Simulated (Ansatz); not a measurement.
Si2Mo (MoSi2 or CaC2 type), relaxed and computed with several functionals in Ansatz (plane waves, PAW). Much of their spread follows the volume that each gives.

```json
[
 {"functional": "r²SCAN", "V (Å³/atom)": "13.36", "B₀ by P(V) fit (GPa)": "217"},
 {"functional": "PBEsol", "V (Å³/atom)": "13.27", "B₀ by P(V) fit (GPa)": "218"},
 {"functional": "PBE", "V (Å³/atom)": "13.58", "B₀ by P(V) fit (GPa)": "?"},
 {"functional": "LDA", "V (Å³/atom)": "13.06", "B₀ by P(V) fit (GPa)": "225"}
]
```

Fit a straight line to ln B₀ against ln V and predict the withheld value.

Least squares on the 3 shown rows: ln B₀ = -1.66 × ln V + (9.680), with a scatter of 0.3 %. For PBE this gives 211. The run itself gave 204, a miss of 3.4 % of that, well beyond the scatter: the line misses something about this case.

All cells were relaxed under the symmetry of their starts (and spin orders); stability against distortions was not tested throughout. Named crystals with no word on spin ran without spin polarisation. Spin–orbit coupling is left out wherever it is not named.

Potentials: the earlier of the program's two PAW sets. The files were generated under PBE; for other functionals the program regenerates the frozen cores, and for LDA and PBEsol the local potential too.

Ansatz (an electronic-structure program) is a plane-wave DFT program.
